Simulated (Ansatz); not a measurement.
Ti3Al:
```xyz
4
Lattice="2.8618 0.0000 0.0000 -1.4309 2.4784 0.0000 0.0000 0.0000 9.0450" Properties=species:S:1:pos:R:3 pbc="T T T"
Ti     1.4309     0.8261     0.0000
Ti     0.0000     1.6522     6.7994
Ti     0.0000     1.6522     2.2456
Al     1.4309     0.8261     4.5225
```

Relaxed with LDA. Special points in fractions of this cell's reciprocal vectors: Γ (0.000, 0.000, 0.000); M (0.500, 0.000, 0.000); K (0.333, 0.333, 0.000); A (0.000, 0.000, 0.500); L (0.500, 0.000, 0.500); H (0.333, 0.333, 0.500).

Q: List the band energies nearest the Fermi level at these points for LDA in the plane-wave PAW code Ansatz.

A: In eV from the Fermi level; about four levels below and three above (degenerate sets whole), none deeper than 8.9 eV; points with the same levels are listed once.

| k | below | above |
|---|---|---|
| Γ | -5.05 -4.84 -2.58 -0.78 | 0.66 0.79 0.85 0.85 |
| M | -1.56 -1.32 -0.65 -0.30 | 0.92 1.15 1.28 |
| K | -0.70 -0.61 -0.24 -0.09 | 0.19 1.77 2.62 |
| A | -5.81 -3.41 -3.13 -1.08 | 0.57 0.82 0.85 0.85 |
| L | -2.12 -1.61 -1.29 -1.01 | 0.12 0.88 1.00 |
| H | -1.20 -0.86 -0.69 -0.10 | 0.03 0.15 1.86 |

Space group P-6m2. The first step of the workflow began from a Materials Project structure, measured or hypothetical; the Crystallography Open Database copy checked does not list it. With Ti and Al taken as one species the cell has the higher symmetry P6_3/mmc, so it may be an ordered model of a mixed-site phase. It is not the phase usual at ambient conditions (space group No. 194). The LDA relaxation kept the symmetry of its start; its stability against distortions is not shown here. No spin polarisation was allowed.

Potentials: the later of the program's two PAW sets.
